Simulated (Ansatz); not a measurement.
Given:

BC₃:
```
CELL_PARAMETERS angstrom
      5.14479     0.00000     0.00000
     -2.57240     4.45552     0.00000
      0.00000     0.00000     3.72224
ATOMIC_POSITIONS crystal
  B  0.66667 0.33333 0.00000
  C  0.84144 0.68287 0.00000
  C  0.68287 0.84144 0.00000
  C  0.84144 0.15856 0.00000
  C  0.15856 0.31713 0.00000
  B  0.33333 0.66667 0.00000
  C  0.15856 0.84144 0.00000
  C  0.31713 0.15856 0.00000
```

This is the r²SCAN+D4-relaxed structure. Tensor components refer to the Cartesian frame of this cell.

### Question
All from r²SCAN+D4 in the plane-wave PAW code Ansatz, unless another level is named. Estimate the bulk modulus (Birch–Murnaghan fit).

### Answer
22.0 GPa.

### Question
Give the elastic constants (relaxed ions, GPa).

### Answer
C11 = 758, C12 = 135, C13 = -4.3, C33 = 23.6, C44 = -4.5.

Space group P6/mmm. The start of the workflow was typed in or built on a structure type; neither database checked (COD, Materials Project) lists it. Its standing as an ambient phase is unchecked. The cell was relaxed with r²SCAN+D4 under the symmetry of its start. At this level the phase is mechanically unstable. Its formation energy is positive at this level, so the cell may be metastable or incomplete.

Potentials: the earlier of the program's two PAW sets. The files were generated under PBE; for other functionals the program regenerates the frozen cores, and for LDA and PBEsol the local potential too.
